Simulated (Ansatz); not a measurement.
Polymorphs of CaO, each relaxed with r²SCAN in the plane-wave PAW code Ansatz:

A: P4/nmm, a = 4.169 Å, b = 4.169 Å, c = 3.195 Å, α = 90.00°, β = 90.00°, γ = 90.00°

B: rock salt (Fm-3m), a = b = c = 4.795 Å, α = β = γ = 90.00°

C: zinc blende (F-43m), a = b = c = 5.2136 Å, α = β = γ = 90.00°

D: P6_3/mmc, a = 3.981 Å, b = 3.981 Å, c = 4.771 Å, α = 90.00°, β = 90.00°, γ = 120.00°

E: CsCl type (Pm-3m), a = b = c = 2.9032 Å, α = β = γ = 90.00°

Question: Rank these by energy per atom at 0 K (lowest first), as r²SCAN gives it.

Answer: B (+0 meV/atom), D (+101 meV/atom), C (+249 meV/atom), A (+392 meV/atom), E (+476 meV/atom)

Question: Give each one's gap.

Answer: A 4.06 eV; B 4.20 eV; C 3.76 eV; D 3.63 eV; E 3.27 eV.

Typed or built starts, not in the databases checked: A; C. Not the usual ambient phase: A; C; D; E. Unstable at this level: E. All cells were relaxed under the symmetry of their starts (and spin orders); stability against distortions was not tested throughout.

Energies hold the estimated change up to a 700 eV cutoff; steps of a few meV lie near the error of the meshes.

Potentials: the earlier of the program's two PAW sets.
